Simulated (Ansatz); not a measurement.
A geometry of NbRu away from equilibrium: step 21 of the relaxation of a relaxed NbRu cell, doubled along one cell vector, shaken by Gaussian noise of σ = 0.08 Å a coordinate. The numbers are results of PBE (plane waves to 420 eV, PAW, scalar-relativistic; Ansatz, a program for electronic structure), not measurements. Γ-centred k-mesh 10×10×5 on the run's cell (coarser than for final values), Fermi–Dirac smearing 0.05 eV.

```xyz
4
Lattice="1.0667 2.5437 3.1290 3.5026 0.3977 3.7980 5.6133 5.0335 2.1872" Properties=species:S:1:pos:R:3:forces:R:3 pbc="T T T" free_energy=-20862.351 pressure_GPa=4.0
Nb     5.1330     4.5879     5.5787    0.0014    0.0031   -0.0072
Nb     8.7914     7.1827     7.6403   -0.0014   -0.0024    0.0074
Ru     0.4290    -0.5331     0.3540   -0.0025    0.0001   -0.0026
Ru     2.2462     1.7852     0.6218    0.0026   -0.0007    0.0024
```

Positions in Å, forces in eV/Å, free energy of the cell in eV (comparable only within this code, potentials and settings). Largest force: 0.01 eV/Å, on Nb1, Nb2 (atoms numbered as listed); the geometry lies 0.04 eV/atom above the end of its relaxation.

No spin polarisation in the result.

The end of the path is a generated cell of NbRu: the first start was made by placing the elements on the sites of a structure type, and the end was not matched to a known phase here, so it may be hypothetical.
